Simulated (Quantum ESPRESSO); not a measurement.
```cif
data_Au2Na2O4
_chemical_formula_sum 'O4 Na2 Au2'
_space_group_name_H-M_alt 'C2/m'
_space_group_IT_number 12
_space_group_name_Hall '-C 2y'
_cell_length_a 6.62401
_cell_length_b 3.01254
_cell_length_c 6.14490
_cell_angle_alpha 90.000
_cell_angle_beta 119.060
_cell_angle_gamma 90.000
loop_
_space_group_symop_operation_xyz
  'x, y, z'
  '-x, -y, -z'
  '-x, y, -z'
  'x, -y, z'
  'x+1/2, y+1/2, z'
  '-x+1/2, -y+1/2, -z'
  '-x+1/2, y+1/2, -z'
  'x+1/2, -y+1/2, z'
loop_
_atom_site_label
_atom_site_type_symbol
_atom_site_symmetry_multiplicity
_atom_site_Wyckoff_symbol
_atom_site_fract_x
_atom_site_fract_y
_atom_site_fract_z
_atom_site_occupancy
O1 O 4 i 0.08969 0.00000 0.24560 1
Na1 Na 2 d 0.00000 0.50000 0.50000 1
Au1 Au 2 b 0.00000 0.50000 0.00000 1
```
(The calculation used a cell of 4 atoms; values per cell refer to that cell.)

Cell and atoms were relaxed with PBEsol from Materials Project entry mp-997089, within its symmetry.

What does PBEsol (pw.x of Quantum ESPRESSO, ONCV potentials, scalar-relativistic) give for the electronic structure near the Fermi level?

The PBEsol gap is 1.25 eV; at least one edge lies off the plotted path, at a point of the SCF mesh. The smallest direct gap is 1.68 eV. Another conduction extremum on the path lies within 0.02 eV, too close to call. Without spin-orbit coupling, band edges of such heavy elements can be off by tenths of an eV.

The structure is a Materials Project entry; no match was found in the copy of COD used, and its stability was not checked.
